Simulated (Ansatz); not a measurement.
Values for one crystal, relaxed and computed with the program Ansatz at the PBE level (PAW); other levels are named.

| Quantity | Value |
|---|---|
| Volume per atom | 18.43 Å³ |
| Electronic character | metallic (no gap) |
| Pressure derivative B′ | 4.0 |
| Formation energy from the elements (no fitted shifts) | 0.50 eV/atom |
| Density of states at the Fermi level | 0.35 states/eV per atom (mean over ±0.08 eV) |
| Bulk modulus (Birch–Murnaghan fit) | 122 GPa |
| Gap with spin–orbit coupling | none (metallic) |

Q: Pick the material that matches.
A) TaAl, rock salt
B) AlFe, CsCl type
C) AlNi, CsCl type
D) TiAl3, I4/mmm (Al on 2b, Al on 4d, Ti on 2a)

A: A, TaAl, rock salt

Space group Fm-3m (rock salt). The start of the workflow was typed in or built on a structure type; neither database checked (COD, Materials Project) lists it. Whether it is the stable phase at ambient conditions was not checked. The cell was relaxed with PBE under the symmetry of its start; whether a distortion lowers the energy is not shown. The run is not spin-polarised. Its formation energy is positive at this level, so the cell may be metastable or incomplete. The references are the lowest solids computed at this level, not always the standard phases. Scalar-relativistic: spin–orbit coupling is off unless named, which matters more the heavier the elements.

Potentials: the later of the program's two PAW sets.
